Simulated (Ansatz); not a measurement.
The start is a generated cell, WSe2 placed in the marcasite structure type. The structure is fully relaxed (lattice and positions, P = 0) with PBEsol (plane waves to 420 eV, PAW, scalar-relativistic; Ansatz, an electronic-structure program). First-step values are on the input's coarse k-mesh.

Ansatz input (later rounds restart from its end on a renewed k-mesh):
Ansatz 0.2 input:
```yaml
crystal:
  lattice:
    - [5.222711, 0, 0]
    - [0, 6.374279, 0]
    - [0, 0, 3.979253]
  atoms:
    - { symbol: W, position: [0, 0, 0] }
    - { symbol: W, position: [0.5, 0.5, 0.5] }
    - { symbol: Se, position: [0.2004, 0.3787, 0] }
    - { symbol: Se, position: [0.7004, 0.1213, 0.5] }
    - { symbol: Se, position: [0.2996, 0.8787, 0.5] }
    - { symbol: Se, position: [0.7996, 0.6213, 0] }
basis: { ecutwfc: 420, ecutrho_ratio: 4, xc_grid: 2, fft_grid_basis: typed }
kpoints: { mp_grid: { grid: [5, 4, 6] } }
hamiltonian:
  xc: pbesol
  dispersion: none
  pseudopotentials: { azcp: { folder: ./paw }, kind: paw }
scf: { occupations: { method: fermi_dirac, width: 0.05 } }
relax: { f_tol: 0.01, max_steps: 100, cell: { stress_tol: 0.02 } }
output: { forces: true, stress: true }
```

| Property | Result |
|---|---|
| Initial pressure | -12 GPa (negative: the cell is under tension) |
| Largest initial force | about 1.5 eV/Å, on Se3, Se4, Se5, Se6 (atoms numbered as listed) |
| Outcome | The space group stays Pnnm (No. 58) (the run could not lower it); the end is AFLOW prototype AB2_oP6_58_a_g (as in Fe2C), with 6 atoms in the primitive cell |
| Energy released | 0.40 eV/atom |
| Shortest distances (start → end) | The closest pairs of elements (up to four, under 3.6 Å), start → end: Se–W 2.63 → 2.49 Å; Se–Se 2.60 → 2.84 Å; W–W 3.98 → 3.24 Å |
| Band gap at the end | zero (metallic) |
| Optimiser moves | 13 |

Final values are on a 9×8×14 k-mesh of the relaxed cell. No spin polarisation in the result.

The run could not lose the symmetry of its start, so the end can be a saddle point.

The relaxed structure here is a generated cell of WSe2: the first start was made by placing the elements on the sites of a structure type, and the end was not matched to a known phase here, so it may be hypothetical. Known forms of WSe2 include space group No. 194.
